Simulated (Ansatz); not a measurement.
input.yaml (Ansatz 0.2.0):

```yaml
crystal:
  lattice:
    - [4.5284779453, 0.0, 0.0]
    - [0.0, 4.5284779453, 0.0]
    - [0.0, 0.0, 4.5284779453]
  atoms:
    - { symbol: Sr, position: [0.0, 0.0, 0.0] }
    - { symbol: Ga, position: [0.0, 0.5, 0.5] }
    - { symbol: Ga, position: [0.5, 0.5, 0.0] }
    - { symbol: Ga, position: [0.5, 0.0, 0.5441649496] }
basis:
  ecutwfc: 420
  ecutrho_ratio: 4
kpoints:
  mp_grid: { grid: [8, 8, 8] }
hamiltonian:
  xc: pbe
scf:
  occupations: { method: gaussian, width: 0.05 }
output:
  forces: true
  stress: true
  eigenvalues: true
```

Launched as:
```sh
ansatz run input.yaml --threads 2 --pin off --max-ram 2662MiB --backend cpu --events-out ev --progress --plain --runs-dir out
```

The cell came from substitution into a structure type; no database entry of this phase was matched, which doesn't show that none exists.

Output, machine lines left out:

```
Pseudopotentials: kind: paw
Pseudopotential: Sr, paw, valence charge 10, recommended cutoff 420 eV (normal), Sr.paw.azcp
Pseudopotential: Ga, paw, valence charge 13, recommended cutoff 420 eV (normal), Ga.paw.azcp
Crystal: 4 atoms, lattice volume = 92.866 Å³
Basis set: ecut = 420 eV, 1839 PW (Γ), exchange–correlation on 64×64×64 points (8 copies of the dense FFT grid, shifted against one another)
Bands: 30, of which v1, the nominal top of the filled ones, is band 25 counted from 1 (24 counted from 0)
Symmetry: 4 space group operations
Space group: Pmm2 (ITA 25), of the structure as read, at distance tolerance 4.5e-5 Å
k-points: 125 of 512 (time reversal used)
Initial density: superposition of atomic densities (neutral atoms: chi_scale 0, normalization atom), corrected by the library's trained network
Initial wavefunctions: pseudopotential atomic-orbital guess
Functional: x = pbe(κ = 0.804, μ = 0.21951), c = pbe(β = 0.06672)
```

SCF trace (energy estimate counted from the last row):
```
iteration   ΔE (eV)  density residual (eV)
        1  -4.1e-04                3.40e-3
        2  -6.0e-04                2.87e-3
        3  -2.2e-04                7.36e-4
        4  -6.7e-05                3.72e-5
        5   1.0e-06                6.98e-6
        6     0.000                5.32e-7
        7     0.000                1.83e-7
        8     0.000                2.31e-8
```

```
SCF 1 converged in 8 iterations: F = -14894.057682 eV  dr2 = 2.31e-8
SCF converged after 8 iterations
Free energy (F): -14894.057682 eV
E sigma→0 (E₀):  -14894.056040 eV
Entropy (-TS):   -0.003284 eV (-0.821 meV/atom)
Fermi energy:    8.654434 eV
--- Per-component energies (eV) ---
  E_band       = -223.225267
  E_kinetic    = 590.370742
  E_local      = -6363.092115  (includes V_loc(G=0)·N_el)
  E_nonlocal   = 1467.241529
  E_hartree    = 2837.546023
  E_xc         = -381.327259
  E_vxc        = -336.275323  (∫ρ·V_xc dr)
  E_paw        = -8650.629855  (= ΣΔE_a)
  E_vpaw       = -1256.557578  (= ΣTr[D̂ρ^β])
  E_aug_tail   = -0.000366  (compensation charges beyond the density's cutoff)
  E_ewald      = -4394.163097
  E_smearing   = -0.003284  (= −TS)
--- Forces (eV/Å), atoms counted from 1 ---
  atom   1  Sr     0.00000000     0.00000000     0.55816918
  atom   2  Ga     0.00000000     0.00000000    -0.03534848
  atom   3  Ga     0.00000000     0.00000000     0.01692254
  atom   4  Ga     0.00000000     0.00000000    -0.53968847
--- Stress (GPa, compression-positive) ---
        0.484488       0.000000       0.000000
        0.000000      -0.001726       0.000000
        0.000000       0.000000       0.312752
  P = ⅓ Tr σ = 0.2652 GPa (2.652 kbar)
```

In short (PBE): pressure 0.3 GPa, gap on the mesh zero (metallic), largest force component 0.558 eV/Å.

It ran for 20 s on 2 threads of Arm Neoverse V1, on a shared host, peak memory 0.5 GiB.
